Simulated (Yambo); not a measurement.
Yambo input for SiO₂ (α-cristobalite, space group P4_12_12, No. 92) (a = b = 4.9927 Å, c = 6.9339 Å, α = β = γ = 90.00°), on LDA (Quantum ESPRESSO, PseudoDojo norm-conserving, 84 Ry, scalar-relativistic) wavefunctions on a 4×4×2 mesh:

```
optics
chi
dipoles
tddft
FFTGvecs= 40 Ry
Chimod= "ALDA"
FxcGRLc= 3 Ry
NGsBlkXd= 3 Ry
% QpntsRXd
 1 | 1 |
%
% BndsRnXd
 1 | 133 |
%
GrFnTpXd= "R"
% EnRngeXd
 0.0 | 20.0 | eV
%
% DmRngeXd
 0.2 | 0.2 | eV
%
CGrdSpXd= 50
ETStpsXd= 161
% LongDrXd
 1.0 | 0.0 | 0.0 |
%
```

First lines of the file o-*.eps_q1_inv_alda_dyson:

```
Absorption @ Q(1):   1.00000000     0.00000000     0.00000000    [q->0 direction]
#
# [ X ] Hartree size     :  123
# [GEN] GF Energies     : Slater exchange(X)+Perdew & Wang(C)
# [GEN] Green`s Function     : Retarded
#
# [GEN] Gauge     : Length
# [GEN] [r,Vnl] included     : yes
#
#    E[1] [eV]     Im(eps)     Re(eps)     Im(eps_o)     Re(eps_o)
#
     0.000000     0.13670E-14     2.298356     0.59307E-18     2.377236
     0.125000     0.429963E-3     2.298491     0.458188E-3     2.377379
     0.250000     0.860658E-3     2.298893     0.917143E-3     2.377808
     0.375000     0.001293     2.299565     0.001378     2.378524
     0.500000     0.001727     2.300507     0.001840     2.379528
     0.625000     0.002165     2.301722     0.002306     2.380822
     0.750000     0.002606     2.303210     0.002776     2.382407
     0.875000     0.003051     2.304975     0.003251     2.384288
     1.000000     0.003502     2.307019     0.003731     2.386466
     1.125000     0.003959     2.309347     0.004218     2.388946
     1.250000     0.004423     2.311962     0.004712     2.391732
     1.375000     0.004896     2.314869     0.005214     2.394828
     1.500000     0.005377     2.318074     0.005726     2.398241
     1.625000     0.005868     2.321582     0.006248     2.401976
     1.750000     0.006370     2.325399     0.006781     2.406041
     1.875000     0.006884     2.329533     0.007328     2.410442
     2.000000     0.007411     2.333992     0.007888     2.415188
     2.125000     0.007953     2.338785     0.008463     2.420288
     2.250000     0.008512     2.343920     0.009055     2.425753
     2.375000     0.009087     2.349409     0.009666     2.431592
     2.500000     0.009682     2.355263     0.010296     2.437818
     2.625000     0.010298     2.361494     0.010948     2.444444
     2.750000     0.010937     2.368116     0.011624     2.451483
     2.875000     0.011600     2.375144     0.012326     2.458952
     3.000000     0.012291     2.382593     0.013056     2.466866
     3.125000     0.013011     2.390481     0.013817     2.475245
     3.250000     0.013764     2.398829     0.014611     2.484108
     3.375000     0.014553     2.407656     0.015442     2.493477
     3.500000     0.015381     2.416986     0.016314     2.503376
     3.625000     0.016251     2.426845     0.017230     2.513831
     3.750000     0.017169     2.437260     0.018194     2.524871
     3.875000     0.018139     2.448261     0.019212     2.536528
     4.000000     0.019167     2.459884     0.020290     2.548836
```
(The file goes on to the top of the energy range.) Convergence of the RPA response with its 4×4×2 mesh was not tested.

Geometry of the Materials Project entry, not relaxed at this level.

This is not the ordinary phase of the substance.
